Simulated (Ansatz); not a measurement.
System: Tl₂Ga (fluorite prototype, strained and with displaced atoms), 3 atoms in the cell.

All numbers below come from PBE with spin–orbit coupling, all-electron LAPW, point nucleus (Ansatz).

k-mesh 2×2×2 shifted by (0.5, 0.5, 0.5) steps; Fermi–Dirac smearing of 0.15 eV.

```xyz
3
Lattice="-3.5262 0.1566 3.4998 -0.0192 3.6448 3.6372 -3.5717 3.5529 0.1111" Properties=species:S:1:pos:R:3:forces:R:3 pbc="T T T" pressure_GPa=3.48
Ga   -2.3837    0.8564    3.0623    1.6024    1.5319   -1.4066
Tl   -3.8957    3.0231    4.6644   -0.0162   -0.0374    0.0544
Tl   -7.4862    6.7559    8.2531   -1.5862   -1.4945    1.3522
```

Forces are in eV/Å.

```json
{
 "Largest force": "2.625 eV/Å on Ga1"
}
```

The k-mesh is coarse, so these values belong to this mesh and can lie far from the converged ones. The elements were drawn onto a prototype; most such cells aren't known phases.
